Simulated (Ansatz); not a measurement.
# Relaxation path: In (sc type)

DFT, LDA, PAW with Ansatz's default frozen-core files, scalar-relativistic (Ansatz 0.2.0); a Γ-centred 16×16×16 k mesh, Fermi–Dirac smearing of 0.05 eV, no spin polarisation. The run relaxes cell and atoms at a target pressure of 190 GPa.

Command: `ansatz run input.yaml --threads 1 --pin off --max-ram 3584MiB --backend cpu --events-out ev --progress --plain --runs-dir out` It took 4.6 s on 1 thread of Intel(R) Xeon(R) 6975P-C (Granite Rapids), with other jobs on the host, peak memory 0.36 GiB.

```yaml
crystal:
  lattice:
    - [2.3422402292, 0.0, 0.0]
    - [0.0, 2.3422402292, 0.0]
    - [0.0, 0.0, 2.3422402292]
  atoms:
    - { symbol: In, position: [0.0, 0.0, 0.0] }
kpoints:
  mp_grid: { grid: [16, 16, 16] }
scf:
  occupations: { method: fermi_dirac, width: 0.05 }
hamiltonian:
  xc: lda
  pseudopotentials: { kind: paw }
output:
  forces: true
  stress: true
  eigenvalues: true
relax:
  f_tol: 0.005
  max_steps: 40
  cell: { p_target: 190.0, stress_tol: 0.095 }
```

Each step lists its enthalpy F + pV a cell above the last geometry, the pressure, the cell vectors (Å), and Cartesian positions (Å) with forces (eV/Å).

The first step:

```
step 1  dH = 10.54 meV  P = 204.6 GPa
  cell 2.3422 0.0000 0.0000  0.0000 2.3422 0.0000  0.0000 0.0000 2.3422
  In 0.0000 0.0000 0.0000   0.0000 0.0000 0.0000
```

The PAW files were made under PBE.

The symmetry of the start is kept and no stability test is made, so the end need not be the stable phase.

Problem. Where does the relaxation end, and by which steps?

Solution. After 4 geometries, with conventional a, b, c = 2.357, 2.357, 2.357 Å, at 13.092 Å³/atom (+1.89 % against the start) in space group Pm-3m, with a shortest distance of 2.357 Å. The further steps:
```
step 2  dH = 31.68 meV  P = 167.1 GPa  (not accepted)
  cell 2.3821 0.0000 0.0000  0.0000 2.3821 0.0000  0.0000 0.0000 2.3821
  In 0.0000 0.0000 0.0000   0.0000 0.0000 0.0000
step 3  dH = 0.03 meV  P = 189.5 GPa
  cell 2.3574 0.0000 0.0000  0.0000 2.3574 0.0000  0.0000 0.0000 2.3574
  In 0.0000 0.0000 0.0000   0.0000 0.0000 0.0000
step 4  dH = 0.00 meV  P = 190.0 GPa
  cell 2.3569 0.0000 0.0000  0.0000 2.3569 0.0000  0.0000 0.0000 2.3569
  In 0.0000 0.0000 0.0000   0.0000 0.0000 0.0000
step 5  dH = -0.33 meV  P = 190.0 GPa  (same geometry on a basis chosen anew; earlier energies don't compare to the last digit)
  cell 2.3569 0.0000 0.0000  0.0000 2.3569 0.0000  0.0000 0.0000 2.3569
  In 0.0000 0.0000 0.0000   0.0000 0.0000 0.0000
```
